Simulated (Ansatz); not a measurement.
# SrCa: stationary points along a deformation path

These are results of DFT r2SCAN, scalar-relativistic, plane waves, PAW (Ansatz), not measurements. Cutoff 500 eV, Γ-centred 18×18×18 k-points, Gaussian smearing of 0.15 eV. No spin polarisation. Energies are free energies at this smearing, counted from the undisturbed cell; pressure is positive in compression.

Zero of the scan (relaxed at this level; it needn't be the usual structure):

```xyz
2
Lattice="2.0674 1.1936 6.7350 -2.0674 1.1936 6.7350 0.0000 -2.3872 6.7350" Properties=species:S:1:pos:R:3 pbc="T T T"
Sr    0.0000    0.0000   10.1025
Ca    0.0000    0.0000    0.0000
```

At fixed volume and fractional coordinates, lengths along (0.000, 0.000, 1.000) are scaled against those across it; ρ is that ratio over its starting value. V = 49.858 Å³/atom. Δσ is the stress along the axis less the mean stress across it (compression positive).

```csv
ρ,ΔE (meV/atom),Δσ (GPa),space group
0.850,60.7,3.37,R-3m
0.920,16.4,1.90,R-3m
1.000,0.0,0.00,R-3m
1.100,27.2,-2.91,R-3m
1.200,106.5,-5.87,R-3m
```

**Question.** How does the stress give the slope of the energy, and where is the energy stationary?

**Answer.** Along the path d ln(length) is 2/3 d ln ρ on the axis and −1/3 d ln ρ across it, so dE/d ln ρ = −(2/3) V Δσ: the energy falls with ρ where Δσ is positive. Δσ vanishes or changes sign at ρ = 1.000 (R-3m), a minimum at 0.0 meV/atom. Pairs of stationary points between two samples would go unseen, and could change a minimum read from distant neighbours into a maximum.

**Question.** Integrate that slope from ρ = 1 to 1.200 by the trapezoid rule.

**Answer.** With V/N in Å³ and 1 eV/Å³ = 160.2 GPa the slopes at ρ = 1.000, 1.100, 1.200 are -1, 603, 1218 meV/atom per unit of ln ρ. The steps add 28.7 + 79.2 = 107.9 meV/atom, against 106.5 from the energies; the trapezoid rule misses the curvature of the slope within each step.

In a metal these slopes depend on the k mesh and the smearing.

Cost: 5 runs of about 8.3 core-minutes in all, on Arm Neoverse V2 (shared hosts).